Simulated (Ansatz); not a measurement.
# Te, A15: geometry optimisation

The calculation used Ansatz, DFT, PBEsol, plane waves (420 eV) with PAW, scalar-relativistic. (PAW data from PBE, frozen cores regenerated.)

k-point mesh 4×4×4, Fermi-Dirac smearing 0.1 eV, no spin polarisation. Cell and atoms relax.

Starting structure:

```cif
data_structure
_symmetry_space_group_name_H-M 'P 1'
_symmetry_Int_Tables_number 1
_cell_length_a 6.1331
_cell_length_b 6.1331
_cell_length_c 6.1331
_cell_angle_alpha 90.000
_cell_angle_beta 90.000
_cell_angle_gamma 90.000
_cell_volume 230.69
loop_
_atom_site_label
_atom_site_type_symbol
_atom_site_fract_x
_atom_site_fract_y
_atom_site_fract_z
_atom_site_occupancy
Te1 Te 0.00000 0.00000 0.00000 1
Te2 Te 0.50000 0.50000 0.50000 1
Te3 Te 0.25000 0.00000 0.50000 1
Te4 Te 0.75000 0.00000 0.50000 1
Te5 Te 0.50000 0.25000 0.00000 1
Te6 Te 0.50000 0.75000 0.00000 1
Te7 Te 0.00000 0.50000 0.25000 1
Te8 Te 0.00000 0.50000 0.75000 1
```

The pressure at the start is -2.4 GPa. By how much does the volume change?

From 28.84 to 27.60 Å³ per atom, -4.3 %. The final cell has a = 6.044 Å.

How much energy does the relaxation gain?

9.6 meV per atom.
